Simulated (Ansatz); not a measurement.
Input and command of a plane-wave DFT calculation in Ansatz:

```yaml
crystal:
  lattice:
    - [14.0, 0.0, 0.0]
    - [0.0, 14.5, 0.0]
    - [0.0, 0.0, 15.0]
  atoms:
    - { symbol: F, position: [0.4581061836, 0.4994906331, 0.4755911223] }
    - { symbol: F, position: [0.5418938164, 0.5005093669, 0.5244088777] }
  symmetry: { detect: false }
basis:
  ecutwfc: 420
kpoints:
  mp_grid: { grid: [1, 1, 1] }
hamiltonian:
  xc: pbe
scf:
  occupations: { method: gaussian, width: 0.005 }
output:
  forces: true
  eigenvalues: true
relax:
  adjacent_minimum: "off"
  f_tol: 0.01
  max_steps: 120
```

```bash
ansatz run input.yaml --threads 4 --pin off --max-ram 11264MiB --backend cpu --events-out ev --progress --plain --runs-dir out
```

Processor: Intel(R) Xeon(R) 6975P-C (Granite Rapids), 4 threads, on a host shared with other jobs.

**Question.** Estimate time, memory and problem size.

**Answer.** About 8.9 s on 4 threads of Intel(R) Xeon(R) 6975P-C (Granite Rapids), on a shared host, peak memory 1.4 GiB. It solves 11 bands at 1 k points (the mesh reduced by the symmetry that the task leaves, which can be less than the crystal's) with about 59533 plane waves, in 24 SCF iterations over 5 ionic steps.
